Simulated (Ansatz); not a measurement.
Relaxed ZnS (wurtzite):

```yaml
crystal:
  lattice:
    - [3.80610, 0.00000, 0.00000]
    - [-1.90305, 3.29618, 0.00000]
    - [0.00000, 0.00000, 6.24474]
  atoms:
    - { symbol: Zn, position: [0.66667, 0.33333, 0.99975] }
    - { symbol: Zn, position: [0.33333, 0.66667, 0.49975] }
    - { symbol: S, position: [0.66667, 0.33333, 0.62545] }
    - { symbol: S, position: [0.33333, 0.66667, 0.12545] }
```

In this cell atom 1 (Zn, nearest neighbour S at 2.333 Å; its periodic images, 3.8 Å or more away, move with it) is moved by s along Cartesian z, unit vector (0.000, 0.000, 1.000); all other atoms and the cell stay fixed.

These are r2SCAN (plane waves to 500 eV, PAW, scalar-relativistic; Ansatz, a first-principles code) values and carry that method's errors. k mesh 8×8×5 (Γ-centred), Fermi-Dirac smearing 0.05 eV. Energies are smeared free energies. Compression counts positive. Left out: 1 of 11 points, with atoms too close for the PAW data. F∥ is the force on the atom along that direction. ZnS was relaxed with its symmetry unable to fall. The zero of ΔE is the undisplaced structure.

```json
[
 {"s (Å)": "-0.560", "ΔE (eV/cell)": "2.679", "P (GPa)": "11.1", "F∥ (eV/Å)": "(withheld)"},
 {"s (Å)": "-0.420", "ΔE (eV/cell)": "1.209", "P (GPa)": "5.1", "F∥ (eV/Å)": "7.579"},
 {"s (Å)": "-0.280", "ΔE (eV/cell)": "0.438", "P (GPa)": "1.8", "F∥ (eV/Å)": "3.744"},
 {"s (Å)": "-0.140", "ΔE (eV/cell)": "0.091", "P (GPa)": "0.3", "F∥ (eV/Å)": "1.415"},
 {"s (Å)": "0.000", "ΔE (eV/cell)": "0.000", "P (GPa)": "0.0", "F∥ (eV/Å)": "-0.001"},
 {"s (Å)": "0.140", "ΔE (eV/cell)": "(withheld)", "P (GPa)": "0.4", "F∥ (eV/Å)": "-0.832"},
 {"s (Å)": "0.280", "ΔE (eV/cell)": "0.214", "P (GPa)": "1.1", "F∥ (eV/Å)": "-1.248"},
 {"s (Å)": "0.420", "ΔE (eV/cell)": "0.398", "P (GPa)": "2.0", "F∥ (eV/Å)": "-1.344"},
 {"s (Å)": "0.560", "ΔE (eV/cell)": "0.578", "P (GPa)": "2.8", "F∥ (eV/Å)": "-1.186"},
 {"s (Å)": "0.700", "ΔE (eV/cell)": "0.722", "P (GPa)": "3.5", "F∥ (eV/Å)": "-0.848"}
]
```

Fill in the missing entries.


- -0.560, F∥ (eV/Å): 13.976
- 0.140, ΔE (eV/cell): 0.064

(A displaced cell: forces are minus the slopes of the energy, force constants its curvatures, and phonons follow from these.)
